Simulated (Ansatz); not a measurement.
AsPdSe:
```cif
data_As4Pd4Se4
_chemical_formula_sum 'Pd4 As4 Se4'
_space_group_name_H-M_alt 'P213'
_space_group_IT_number 198
_space_group_name_Hall 'P 2ac 2ab 3'
_cell_length_a 6.07794
_cell_length_b 6.07794
_cell_length_c 6.07794
_cell_angle_alpha 90.000
_cell_angle_beta 90.000
_cell_angle_gamma 90.000
loop_
_atom_site_label
_atom_site_type_symbol
_atom_site_symmetry_multiplicity
_atom_site_Wyckoff_symbol
_atom_site_fract_x
_atom_site_fract_y
_atom_site_fract_z
_atom_site_occupancy
Pd1 Pd 4 a 0.00567 0.00567 0.00567 1
As1 As 4 a 0.61802 0.61802 0.61802 1
Se1 Se 4 a 0.38498 0.38498 0.38498 1
```

Relaxed with PBEsol.

### Question
Which orbitals make up the states near the Fermi level in DFT-PBEsol in the program Ansatz with PAW potentials?

### Answer
Within 0.5 eV of the Fermi level: Pd 4d 33 %, Se 4p 30 %, As 4p 25 %, As 4s 7 %. Projections are on Löwdin-orthogonalised atomic valence shells; empty p or d shells of many metals are not among them.

### Question
Tabulate the density of states.

### Answer
States/eV per cell of 12 atoms, in 0.25 eV bins, energy from the Fermi level.

| E (eV) | total | Pd 4d | Se 4p | As 4p |
|---|---|---|---|---|
| -7.85 | 0.00 | 0.00 | 0.00 | 0.00 |
| -7.60 | 0.00 | 0.00 | 0.00 | 0.00 |
| -7.35 | 0.00 | 0.00 | 0.00 | 0.00 |
| -7.10 | 0.00 | 0.00 | 0.00 | 0.00 |
| -6.85 | 0.00 | 0.00 | 0.00 | 0.00 |
| -6.60 | 0.00 | 0.00 | 0.00 | 0.00 |
| -6.35 | 15.95 | 3.72 | 6.97 | 4.79 |
| -6.10 | 11.15 | 3.33 | 4.48 | 3.03 |
| -5.85 | 7.11 | 2.47 | 2.62 | 1.83 |
| -5.60 | 13.49 | 5.72 | 4.44 | 3.01 |
| -5.35 | 13.39 | 7.21 | 3.74 | 2.21 |
| -5.10 | 7.39 | 4.06 | 2.09 | 1.05 |
| -4.85 | 9.08 | 4.61 | 2.62 | 1.44 |
| -4.60 | 11.21 | 5.88 | 2.86 | 1.91 |
| -4.35 | 14.91 | 8.11 | 2.88 | 3.25 |
| -4.10 | 10.46 | 6.68 | 1.57 | 1.76 |
| -3.85 | 11.89 | 8.48 | 1.43 | 1.54 |
| -3.60 | 20.39 | 16.12 | 1.97 | 1.66 |
| -3.35 | 33.04 | 27.77 | 2.47 | 1.92 |
| -3.10 | 14.02 | 10.25 | 1.86 | 1.45 |
| -2.85 | 9.48 | 5.40 | 2.09 | 1.63 |
| -2.60 | 16.49 | 7.88 | 4.43 | 3.49 |
| -2.35 | 7.07 | 2.53 | 2.34 | 1.86 |
| -2.10 | 8.08 | 2.23 | 2.98 | 2.41 |
| -1.85 | 9.39 | 2.12 | 3.65 | 3.04 |
| -1.60 | 5.53 | 0.85 | 2.34 | 2.00 |
| -1.35 | 5.63 | 0.68 | 2.53 | 2.05 |
| -1.10 | 0.86 | 0.09 | 0.41 | 0.31 |
| -0.85 | 0.52 | 0.24 | 0.10 | 0.10 |
| -0.60 | 4.46 | 1.83 | 1.13 | 0.83 |
| -0.35 | 5.47 | 2.01 | 1.55 | 1.16 |
| -0.10 | 6.58 | 2.25 | 2.18 | 1.34 |
| 0.15 | 3.79 | 1.19 | 1.13 | 1.03 |
| 0.40 | 5.28 | 1.50 | 1.48 | 1.71 |
| 0.65 | 3.06 | 0.76 | 0.56 | 1.40 |
| 0.90 | 5.76 | 1.15 | 1.11 | 2.91 |
| 1.15 | 8.54 | 1.79 | 1.73 | 4.28 |
| 1.40 | 6.50 | 1.35 | 1.50 | 3.11 |
| 1.65 | 5.90 | 1.14 | 1.51 | 2.76 |
| 1.90 | 4.47 | 0.80 | 1.27 | 2.03 |
| 2.15 | 4.54 | 0.66 | 1.42 | 2.09 |
| 2.40 | 10.03 | 0.80 | 3.22 | 4.90 |
| 2.65 | 6.05 | 0.47 | 1.90 | 2.99 |
| 2.90 | 10.40 | 0.75 | 3.25 | 5.40 |
| 3.15 | 4.62 | 0.31 | 1.49 | 2.47 |
| 3.40 | 0.04 | 0.00 | 0.01 | 0.02 |
| 3.65 | 0.00 | 0.00 | 0.00 | 0.00 |
| 3.90 | 0.00 | 0.00 | 0.00 | 0.00 |
| 4.15 | 0.00 | 0.00 | 0.00 | 0.00 |
| 4.40 | 0.00 | 0.00 | 0.00 | 0.00 |
| 4.65 | 0.00 | 0.00 | 0.00 | 0.00 |

Space group P2_13. The workflow started from an entry of the Crystallography Open Database (COD). Its standing as an ambient phase is unchecked. The PBEsol relaxation kept the symmetry of its start; whether a distortion lowers the energy is not shown. The run is not spin-polarised. Scalar-relativistic: spin–orbit coupling is off unless named, which matters more the heavier the elements.

Potentials: the later of the program's two PAW sets.
